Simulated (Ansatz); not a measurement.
TiC$_{2}$:
```
TiC2
1.0
    2.60690     0.00000     0.00000
   -1.30345     2.25764     0.00000
    0.00000     0.00000     4.18345
Ti C
1 2
Direct
  0.00000   0.00000   0.00000
  0.33333   0.66667   0.55110
  0.66667   0.33333   0.44890
```

Relaxed with r²SCAN. Special points in fractions of this cell's reciprocal vectors: Γ (0.000, 0.000, 0.000); M (0.500, 0.000, 0.000); K (0.333, 0.333, 0.000); A (0.000, 0.000, 0.500); L (0.500, 0.000, 0.500); H (0.333, 0.333, 0.500).

List the band energies nearest the Fermi level at these points for the program Ansatz at the r²SCAN level (PAW).

In eV from the Fermi level; about four levels below and three above (degenerate sets whole), none deeper than 8.9 eV; points with the same levels are listed once.

```
k                    below           above
-  -----------------------  --------------
Γ        -4.85 -4.40 -4.40  0.83 0.83 0.88
M  -7.62 -7.45 -3.21 -2.53  1.57 1.58 3.79
K  -5.60 -5.60 -0.25 -0.25  2.44 4.00 4.00
A        -4.24 -4.24 -2.95  0.42 0.42 1.80
L  -6.08 -5.47 -1.53 -0.05  2.62 3.43 4.53
H              -5.04 -5.04  0.41 0.41 0.49
```

Space group P-3m1. The start of the workflow was typed in or built on a structure type; neither database checked (COD, Materials Project) lists it. Its standing as an ambient phase is unchecked. Symmetry was held in the r²SCAN relaxation; whether a distortion lowers the energy is not shown. No spin polarisation was allowed. The volume moved by 15 % from the start of the relaxation. Its formation energy is positive at this level, so the cell may be metastable or incomplete.

Potentials: the earlier of the program's two PAW sets.
